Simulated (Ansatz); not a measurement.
Total density of states per atom from PBE in the plane-wave PAW code Ansatz, in 0.25 eV bins, energy from the Fermi level:

(E (eV), states/eV/atom): (-7.85, 0.25); (-7.60, 0.23); (-7.35, 0.22); (-7.10, 0.24); (-6.85, 0.24); (-6.60, 0.27); (-6.35, 0.26); (-6.10, 0.25); (-5.85, 0.24); (-5.60, 0.27); (-5.35, 0.28); (-5.10, 0.31); (-4.85, 0.34); (-4.60, 0.40); (-4.35, 0.49); (-4.10, 0.86); (-3.85, 1.00); (-3.60, 1.02); (-3.35, 0.62); (-3.10, 0.52); (-2.85, 0.68); (-2.60, 0.48); (-2.35, 0.60); (-2.10, 1.01); (-1.85, 1.73); (-1.60, 1.75); (-1.35, 1.01); (-1.10, 0.95); (-0.85, 0.80); (-0.60, 0.95); (-0.35, 0.59); (-0.10, 0.40); (0.15, 0.30); (0.40, 0.24); (0.65, 0.19); (0.90, 0.16); (1.15, 0.11); (1.40, 0.11); (1.65, 0.27); (1.90, 0.40); (2.15, 0.57); (2.40, 0.77); (2.65, 0.51); (2.90, 0.25); (3.15, 0.16); (3.40, 0.19); (3.65, 0.82); (3.90, 0.82); (4.15, 0.54); (4.40, 0.49); (4.65, 0.39)

Q: Pick the material that matches.
A. CoSi, P2_13 (Co on 4a, Si on 4a)
B. Ga2O3, C2/m (Pearson symbol mS20)
C. Mg, hcp (Mg type)
D. CoSi2, fluorite or antifluorite type

A: D, CoSi2, fluorite or antifluorite type. Within 0.5 eV of the Fermi level: Co 3d 46 %, Si 3p 42 %, outside the projected shells 8 %. Projections are on Löwdin-orthogonalised atomic valence shells; empty p or d shells of many metals are not among them.

Space group Fm-3m (fluorite or antifluorite type). Symmetry was held in the PBE relaxation. No spin polarisation was allowed.

Potentials: the earlier of the program's two PAW sets.
